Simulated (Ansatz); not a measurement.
BiSb:
```cif
data_Bi3Sb3
_chemical_formula_sum 'Sb3 Bi3'
_space_group_name_H-M_alt 'R3m :H'
_space_group_IT_number 160
_space_group_name_Hall 'R 3 -2"'
_cell_length_a 4.40038
_cell_length_b 4.40038
_cell_length_c 11.24204
_cell_angle_alpha 90.000
_cell_angle_beta 90.000
_cell_angle_gamma 120.000
loop_
_atom_site_label
_atom_site_type_symbol
_atom_site_symmetry_multiplicity
_atom_site_Wyckoff_symbol
_atom_site_fract_x
_atom_site_fract_y
_atom_site_fract_z
_atom_site_occupancy
Sb1 Sb 3 a 0.00000 0.00000 0.76347 1
Bi1 Bi 3 a 0.00000 0.00000 0.23652 1
```
(The calculation used a cell of 2 atoms; values per cell refer to that cell.)

Relaxed at zero pressure with plane-wave PAW LDA (Ansatz code).

Task: The volume is lowered by 9 % and shape and atoms relax at that volume. What pressure results, and how do the axes share the change?

Result: 5.5 GPa; a -2.3 %, b -2.3 %, c -4.7 %; the energy rises by 44 meV/atom.

Task: Give the new structure.

Result: 
Space group R3m, hexagonal axes (No. 160); a = 4.300 Å, b = 4.300 Å, c = 10.716 Å, α = 90.00°, β = 90.00°, γ = 120.00°

| atom | site | symmetry | x | y | z |
|---|---|---|---|---|---|
| Sb | 3a | 3m | 0.0000 | 0.0000 | 0.2413 |
| Bi | 3a | 3m | 0.0000 | 0.0000 | 0.7587 |

The phase is kept; no other phase was compared at this pressure.

The first step of the workflow began from a Materials Project structure, measured or hypothetical; the Crystallography Open Database copy checked does not list it. Whether it is the stable phase at ambient conditions was not checked. The LDA relaxation kept the symmetry of its start; of distortions, only those at the zone centre were tested. Scalar-relativistic: spin–orbit coupling is off unless named, which matters more the heavier the elements.

Potentials: the later of the program's two PAW sets.
